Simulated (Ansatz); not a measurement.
SnF3:
```
SnF3
1.0
    0.00000     4.35100     4.35100
    4.35100     0.00000     4.35100
    4.35100     4.35100     0.00000
Sn F
2 6
Cartesian
  4.35100   4.35100   4.35100
  0.00000   0.00000   0.00000
  4.35100   6.32956   4.35100
  4.35100   2.37244   4.35100
  2.37244   4.35100   4.35100
  6.32956   4.35100   4.35100
  4.35100   4.35100   6.32956
  4.35100   4.35100   2.37244
```

Relaxed with r²SCAN.

Give the Bader charges and basin volumes of the independent atoms, the program Ansatz at the r²SCAN level (PAW).



```tsv
atom	Bader charge (e)	Bader volume (Å³)
Sn1	+2.84	9.4
Sn2	+1.79	20.1
F3	-0.77	17.4
```

Space group Fm-3m. The first step of the workflow began from a Materials Project structure, measured or hypothetical; the Crystallography Open Database files this formula in space group No. 225, but the cells were not matched. Whether it is the stable phase at ambient conditions was not checked. The r²SCAN relaxation kept the symmetry of its start; its stability against distortions is not shown here. Spin–orbit coupling is left out wherever it is not named.

Potentials: the later of the program's two PAW sets.
